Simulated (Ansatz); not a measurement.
Consider the following.

Sc₂SiB₂:
```cif
data_B2Sc2Si
_chemical_formula_sum 'Sc2 Si1 B2'
_space_group_name_H-M_alt 'P-6m2'
_space_group_IT_number 187
_space_group_name_Hall 'P -6 2'
_cell_length_a 3.13105
_cell_length_b 3.13105
_cell_length_c 7.74263
_cell_angle_alpha 90.000
_cell_angle_beta 90.000
_cell_angle_gamma 120.000
loop_
_atom_site_label
_atom_site_type_symbol
_atom_site_symmetry_multiplicity
_atom_site_Wyckoff_symbol
_atom_site_fract_x
_atom_site_fract_y
_atom_site_fract_z
_atom_site_occupancy
Sc1 Sc 2 h 0.33333 0.66667 0.27944 1
Si1 Si 1 a 0.00000 0.00000 0.00000 1
B1 B 1 b 0.00000 0.00000 0.50000 1
B2 B 1 f 0.66667 0.33333 0.50000 1
```

This is the PBEsol-relaxed structure.

Question: All from PBEsol (plane waves, PAW; program Ansatz), unless another level is named. Estimate the bulk modulus (Birch–Murnaghan fit).

Answer: 139 GPa.

Question: And the highest zone-centre frequency?

Answer: 828 cm^-1.

The start of the workflow was typed in or built on a structure type; neither database checked (COD, Materials Project) lists it. Its standing as an ambient phase is unchecked. The PBEsol relaxation kept the symmetry of its start; its stability against distortions is not shown here. The run is not spin-polarised. As this level gives no gap, phonon frequencies hold no LO–TO term and depend on the k-mesh and smearing (Fermi–Dirac, 0.1 eV here).

Potentials: the earlier of the program's two PAW sets. The files were generated under PBE; for other functionals the program regenerates the frozen cores, and for LDA and PBEsol the local potential too.
